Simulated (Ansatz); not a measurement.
Input file for Ansatz (a quantum-chemistry and plane-wave program):

Ansatz 0.2 input:
```yaml
crystal:
  lattice:
    - [0.0, 4.4400174013, 4.4400174013]
    - [4.4400174013, 0.0, 4.4400174013]
    - [4.4400174013, 4.4400174013, 0.0]
  atoms:
    - { symbol: Rb, position: [0.75, 0.75, 0.75] }
    - { symbol: Rb, position: [0.25, 0.25, 0.25] }
    - { symbol: Na, position: [0.5, 0.5, 0.5] }
    - { symbol: Sb, position: [0.0, 0.0, 0.0] }
    - { symbol: F, position: [0.7533861627, 0.2466138373, 0.2466138373] }
    - { symbol: F, position: [0.2466138373, 0.7533861627, 0.7533861627] }
    - { symbol: F, position: [0.2466138373, 0.7533861627, 0.2466138373] }
    - { symbol: F, position: [0.7533861627, 0.2466138373, 0.7533861627] }
    - { symbol: F, position: [0.2466138373, 0.2466138373, 0.7533861627] }
    - { symbol: F, position: [0.7533861627, 0.7533861627, 0.2466138373] }
kpoints:
  mp_grid: { grid: [5, 5, 5] }
hamiltonian:
  xc: r2scan
  pseudopotentials: { kind: paw }
scf:
  occupations: { method: fixed }
output:
  optics: { e_range: [0.0, 15.0], de: 0.05, sigma: 0.1, bands: { spectra_wanted_up_to: 12 eV } }
```

Output (shortened):

```
output.optics: the spectra are integrated over the Brillouin zone by k·p interpolation around the k-points, where levels, occupations, output.optics.sigma and …
Pseudopotential: Rb, paw, valence charge 9
Pseudopotential: Na, paw, valence charge 9
Pseudopotential: Sb, paw, valence charge 15
Pseudopotential: F, paw, valence charge 7
Functional definition: r2SCAN
Crystal: 10 atoms, lattice volume = 175.059 Å³
Basis set: ecut = 500 eV, 4477 PW (Γ), exchange–correlation on 192×192×192 points (64 copies of the dense FFT grid, shifted against one another)
Bands: 52, of which v1, the nominal top of the filled ones, is band 42 counted from 1 (41 counted from 0)
Symmetry: 48 space group operations
Space group: Fm-3m (ITA 225), of the structure as read, at distance tolerance 5.6e-5 Å
k-points: 10 of 125
SCF iter   1: F=—  HF=-19412.511785 eV  |F-HF|=—  |Δ(HF+E_count)|=         —  Δρ=7.87e-3  dr2=9.89e-2  dr2_τ=1.74e-1  ethr=1.77e-3  ⟨swp⟩=4.7  Hψ=1815  notcnv=0  defer=70
preconditioner: auto → Resta (q_TF=auto, 2.414 Å⁻¹)
SCF iter   2: F=—  HF=-19412.664845 eV  |F-HF|=—  |Δ(HF+E_count)|=   1.53e-1  Δρ=3.55e-3  dr2=9.17e-3  dr2_τ=2.28e-3  ethr=1.18e-4  ⟨swp⟩=3.0  Hψ=996  notcnv=0  defer=74
SCF iter   3: F=—  HF=-19412.664433 eV  |F-HF|=—  |Δ(HF+E_count)|=   4.12e-4  Δρ=1.36e-3  dr2=2.08e-3  dr2_τ=2.81e-4  ethr=1.09e-5  ⟨swp⟩=3.0  Hψ=882  notcnv=0  defer=75
SCF iter   4: F=—  HF=-19412.664013 eV  |F-HF|=—  |Δ(HF+E_count)|=   4.20e-4  Δρ=2.97e-4  dr2=8.10e-5  dr2_τ=1.16e-5  ethr=2.48e-6  ⟨swp⟩=2.1  Hψ=701  notcnv=0  defer=75
SCF iter   5: F=—  HF=-19412.664018 eV  |F-HF|=—  |Δ(HF+E_count)|=   5.12e-6  Δρ=5.92e-5  dr2=5.58e-6  dr2_τ=7.56e-7  ethr=9.65e-8  ⟨swp⟩=2.0  Hψ=670  notcnv=0  defer=68
SCF iter   6: F=—  HF=-19412.663872 eV  |F-HF|=—  |Δ(HF+E_count)|=   1.46e-4  Δρ=1.02e-5  dr2=1.37e-7  dr2_τ=2.21e-8  ethr=6.65e-9  ⟨swp⟩=2.0  Hψ=842  notcnv=0  defer=58
SCF iter   7: F=—  HF=-19412.663872 eV  |F-HF|=—  |Δ(HF+E_count)|=   2.15e-7  Δρ=2.26e-6  dr2=8.14e-9  dr2_τ=1.13e-9  ethr=1.63e-10  ⟨swp⟩=2.0  Hψ=840  notcnv=0  defer=58
SCF iter   8: F=—  HF=-19412.663872 eV  |F-HF|=—  |Δ(HF+E_count)|=   2.74e-9  Δρ=5.39e-7  dr2=4.60e-10  dr2_τ=7.67e-11  ethr=9.70e-12  ⟨swp⟩=2.0  Hψ=844  notcnv=0  defer=58
SCF iter  10: F=-19412.663872 eV  HF=-19412.663872 eV  |F-HF|=0.00e0  |Δ(HF+E_count)|=  7.28e-12  Δρ=1.86e-8  dr2=4.39e-13  dr2_τ=5.74e-14  ethr=1.00e-12  ⟨swp⟩=15.2  Hψ=2526  notcnv=0
SCF 1 converged in 10 iterations: F = -19412.663872 eV  dr2 = 4.39e-13
NSCF: frozen V_eff on 10 k-points
Optics k sum: 0 of 10 k-points
Optics k sum: 1 of 10 k-points
Optics k sum: 2 of 10 k-points
Optics k sum: 3 of 10 k-points
Optics k sum: 4 of 10 k-points
Optics k sum: 5 of 10 k-points
Optics k sum: 6 of 10 k-points
Optics k sum: 7 of 10 k-points
Optics k sum: 8 of 10 k-points
Optics k sum: 9 of 10 k-points
Optics k sum: 10 of 10 k-points
Optics k sum: 0 of 10 k-points
Optics k sum: 1 of 10 k-points
Optics k sum: 2 of 10 k-points
Optics k sum: 3 of 10 k-points
Optics k sum: 4 of 10 k-points
Optics k sum: 5 of 10 k-points
Optics k sum: 6 of 10 k-points
Optics k sum: 7 of 10 k-points
Optics k sum: 8 of 10 k-points
Optics k sum: 9 of 10 k-points
Optics k sum: 10 of 10 k-points
NSCF: frozen V_eff on 1 k-points
NSCF: frozen V_eff on 1 k-points
NSCF: frozen V_eff on 1 k-points
NSCF: frozen V_eff on 1 k-points
WARN: output.optics: on 1 of the rows wanted, those up to 12.000 eV, the energy-loss function is not bounded in the bands left out, and is left empty along …
SCF converged after 10 iterations
Free energy (F): -19412.663872 eV
Harris-Foulkes:  -19412.663872 eV  (|F-HF|=0.00e0)
Internal energy: -19412.663872 eV  (E = F + TS)
E sigma→0 (E₀):  -19412.663872 eV
Fermi energy:    4.286893 eV
--- Per-component energies (eV) ---
  E_band       = -830.205878
  E_kinetic    = 1963.882155
  E_local      = -7965.119351  (includes V_loc(G=0)·N_el)
  E_nonlocal   = 1256.932008
  E_hartree    = 3019.282013
  E_xc         = -892.819531
  E_vxc        = -1163.735559  (∫ρ·V_xc dr)
  E_paw        = -11352.044394  (= ΣΔE_a)
  E_vpaw       = -1041.725465  (= ΣTr[D̂ρ^β])
  E_aug_tail   = 0.006148  (compensation charges beyond the density's cutoff)
  E_vtau       = 80.990156  (kinetic-family band-sum trace: ∫τ·v_τ [+ j·A + Jᵃ·Aᵃ] dr)
  E_ewald      = -5442.780485
  E_core_change = -0.002434  (= ΣΔE_core)
  E_smearing   =  0.000000  (= −TS)
  E_closure    = 0.000000  (closes the sum)
  Σ components = -19412.663872   (vs F -19412.663872, Δ=0.00e0)
  [band-id]    e_kinetic+e_local+e_nonlocal+2·e_hartree+e_vxc+e_vpaw+e_augmentation_tail+e_vtau = -830.205883   (vs E_band -830.205878, Δ=-4.84e-6)
--- Band table (eV; the first three rows and the last of 10) ---
  k-point 0: bands = ["-47.1001", "-25.2828", "-25.2828", "-25.2158", "-25.2158", "-25.2158", "-22.1086", "-22.0616", "-19.5267", "-19.3275", "-19.3275", "-19.3275", "-18.9988", "-18.9988", "-17.4546", "-17.4546", "-17.4546", "-5.7889", "-5.7889", "-5.7889", …
  k-point 1: bands = ["-47.1001", "-25.2829", "-25.2829", "-25.2158", "-25.2158", "-25.2158", "-22.1021", "-22.0641", "-19.5359", "-19.3235", "-19.3024", "-19.3024", "-19.0294", "-19.0294", "-17.4596", "-17.4494", "-17.4494", "-5.7637", "-5.7637", "-5.7391", …
  k-point 2: bands = ["-47.1001", "-25.2830", "-25.2830", "-25.2159", "-25.2158", "-25.2158", "-22.0872", "-22.0727", "-19.5503", "-19.3178", "-19.2427", "-19.2427", "-19.0980", "-19.0980", "-17.4677", "-17.4412", "-17.4412", "-5.7071", "-5.7071", "-5.6570", …
  k-point 9: bands = ["-47.1001", "-25.2831", "-25.2829", "-25.2159", "-25.2158", "-25.2158", "-22.0817", "-22.0740", "-19.5167", "-19.3282", "-19.3086", "-19.2675", "-19.0888", "-19.0448", "-17.4568", "-17.4542", "-17.4456", "-5.7177", "-5.6923", "-5.6784", …
```

Cost: very roughly 3 core-minutes on shared cores.

The workflow started from a Materials Project entry (that database holds measured and hypothetical structures alike); the Crystallography Open Database copy checked does not list it. Its standing as an ambient phase is unchecked. Symmetry was held in the r²SCAN relaxation; its stability against distortions is not shown here. Scalar-relativistic: spin–orbit coupling is off unless named, which matters more the heavier the elements.

Potentials: the later of the program's two PAW sets.

Ansatz is a plane-wave DFT program.
